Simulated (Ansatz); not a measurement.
C:
```xyz
6
Lattice="3.5613 0.0000 0.0000 -1.7807 3.0842 0.0000 0.0000 0.0000 3.3640" Properties=species:S:1:pos:R:3 pbc="T T T"
C      0.0000     1.4339     0.8410
C      0.5389     2.3673     1.9623
C     -0.5389     2.3673     3.0836
C      1.7807     1.6503     2.5230
C      1.2418     0.7169     0.2803
C      2.3196     0.7169     1.4016
```

This is the r²SCAN-relaxed structure.

### Question
All from the program Ansatz at the r²SCAN level (PAW), unless another level is named. Estimate the band gap.

### Answer
4.40 eV (indirect).

### Question
And the smallest direct gap on the standard path?

### Answer
5.28 eV.

### Question
Predict the valence-band maximum.

### Answer
on the L–M line, 8 % of the way from L.

Space group P6_122. The start of the workflow was typed in or built on a structure type; neither database checked (COD, Materials Project) lists it. It is not the phase usual at ambient conditions (space group No. 194, 227). The r²SCAN relaxation kept the symmetry of its start; its stability against distortions is not shown here.

Potentials: the later of the program's two PAW sets.
